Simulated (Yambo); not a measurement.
Ba₂ScTaO₆ (space group Fm-3m, No. 225), G0W0@PBEsol in Yambo with this input:

```
rim_cut
gw0
dyson
el_el_corr
HF_and_locXC
ppa
em1d
RandQpts= 1000000
RandGvec= 1 Ry
EXXRLvcs= 84 Ry
VXCRLvcs= 336 Ry
Chimod= "HARTREE"
% BndsRnXp
 3 | 220 |
%
NGsBlkXp= 7 Ry
% LongDrXp
 1.0 | 1.0 | 1.0 |
%
PPAPntXp= 27.2114 eV
% GbndRnge
 1 | 220 |
%
GTermKind= "BG"
DysSolver= "n"
ExtendOut
```

On a 2×2×2 mesh, with wavefunctions cut at 84 Ry, the gap (Γ → Γ) is 4.814 eV and the valence edge shifts by -0.473 eV.

Q: What happens with this change: 94 bands in G?

A: The gap rises by 0.037 eV, to 4.851 eV; the shift of the valence edge becomes -0.421 eV. Neither run is shown to be the converged limit.

Spin-orbit coupling is not included.

Geometry of the Materials Project entry, not relaxed at this level; primitive cell a = b = c = 5.8795 Å, α = β = γ = 60.00°.

The structure is a Materials Project entry; no match was found in the copy of COD used, and its stability was not checked.

A shift is the quasiparticle energy of the state minus its PBEsol energy.
